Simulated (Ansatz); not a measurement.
Relaxed candidate structures of In2Ag:

A. I4/mcm (No. 140), tI12, AFLOW prototype A2B_tI12_140_h_a (C16, as in Al2Cu); a = b = 6.841 Å, c = 5.573 Å, α = β = γ = 90.00°; In 8h (0.345, 0.155, 0.000); Ag 4a (0.000, 0.000, 0.250)

B. P4/nmm, origin choice 1 (No. 129), tP6; a = b = 4.971 Å, c = 5.956 Å, α = β = γ = 90.00°; Ag 2b (0.500, 0.500, 0.500); In 2c (0.500, 0.000, 0.291); In 2a (0.000, 0.000, 0.000)

C. P4₂/mnm (No. 136), tP6; a = 6.9270 Å, b = 6.9270 Å, c = 3.3032 Å, α = 90.00°, β = 90.00°, γ = 90.00°; Ag 2a (0.000, 0.000, 0.000); In 4g (0.226, 0.226, 0.500)

D. P4₁2₁2 (No. 92), tP12; a = b = 5.471 Å, c = 9.168 Å, α = β = γ = 90.00°; Ag 4a (0.149, 0.149, 0.500); In 8b (0.152, 0.227, 0.183)

**Question.** Order them by energy per atom (lowest first) at the level PBEsol (plane waves to 420 eV, PAW, scalar-relativistic; Ansatz, a first-principles code).

**Answer.** A (reference, the lowest of the structures calculated here), D (+0.13 eV/atom), B (+0.15 eV/atom), C (+0.20 eV/atom)

1 run with a doubtful electronic state, a coarser numerical grid, an end not at rest or a source that can't be used is left out. Each run could gain symmetry but not lose that of its start, so entries can be saddle points. From databases, or of a type measured for this composition: I4/mcm, tI12, AFLOW prototype A2B_tI12_140_h_a (C16, as in Al2Cu); the others are generated cells (placed on structure types, drawn at random, substituted or restacked) that were not matched to a known phase here. The real structure of this composition may not be among these. Static energies at zero pressure. No spin polarisation in the result.
